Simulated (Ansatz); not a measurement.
SrMoO4 in space group I4_1/a (No. 88; Sr on 4a, Mo on 4b, O on 16f), DFT-r²SCAN in the program Ansatz with PAW potentials, all energies at zero smearing, with the estimated change up to a 700 eV cutoff added, with one set of potentials and settings (totals compare only within such a set). Cell of 12 atoms (2 Sr, 2 Mo, 8 O): -21606.602 eV.

| element | reference phase | E (eV/atom) |
|---|---|---|
| Sr | P6_3/mmc, 2 atoms in the cell | -3555.1144 |
| Mo | Im-3m, 1 atoms in the cell | -4967.5975 |
| O | C2/m, 4 atoms in the cell, spin-polarised | -566.0281 |

Formation energy per atom, worked out: (-21606.602 − 2×(-3555.1144) − 2×(-4967.5975) − 8×(-566.0281))/12 = -2.746 eV/atom (-265 kJ per mol of atoms), at 0 K, without zero-point energy or fitted corrections.

The workflow started from a Materials Project entry (that database holds measured and hypothetical structures alike); the Crystallography Open Database files this formula in space group No. 88, but the cells were not matched. Whether it is the stable phase at ambient conditions was not checked. Symmetry was held in the r²SCAN relaxation; its stability against distortions is not shown here. No spin polarisation was allowed. No Hubbard U is applied. The references are the lowest solids computed at this level, not always the standard phases (solids in place of the gases).

Potentials: the later of the program's two PAW sets.
